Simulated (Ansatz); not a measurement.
Start of a relaxation of SiC3:

Space group P-4m2 (No. 115). a = 3.360 Å, b = 3.360 Å, c = 4.752 Å, α = 90.00°, β = 90.00°, γ = 90.00°
```tsv
atom	site	symmetry	x	y	z
Si	1b	-4m2	0.5000	0.5000	0.0000
C	2g	2mm.	0.0000	0.5000	0.2500
C	1d	-4m2	0.0000	0.0000	0.5000
```

These are results of DFT PBE, scalar-relativistic, plane waves, PAW (Ansatz), not measurements. Cutoff 420 eV, Gaussian smearing, Γ-centred meshes. Cell and atoms relax first on a coarse mesh and then on a converged one. In between, the cell is made exact in the group found at 0.06 Å. The steps can't lower the symmetry of their start. No spin polarisation.

A guess keeps its type if space group and coordination stay and the shape of the cell changes little (axis ratios within about 15 %, angles within 6°); the volume may change.

Task: Does it keep its structure type, or change into something else?

Result: It keeps its type. The symmetry stays P-4m2 (No. 115). The volume per atom shrinks by 39.8 %, from 13.4 to 8.1 Å³. The shortest distance goes from 2.06 Å (Si–C and C–C) to 1.65 Å (C–C). The ratio c/a of the conventional cell changes by a factor of 1.04. Counting neighbours within 15 % of an atom's shortest distance, the start has C 4, Si 4 and the end C 4, Si 4.

Formation energies are uncorrected and refer to the elements' standard structures at the same level.

Task: At what energy does it end?

Result: +0.508 eV/atom. A positive value: parting into the elements would lower its energy.

The last run used a 10×10×8 mesh (in the run's order of axes) for its 4-atom cell and Gaussian smearing of 0.02 eV. The reference form of C is held partly by dispersion forces, which this level lacks. A structure relaxed within its symmetry needn't be a true minimum.
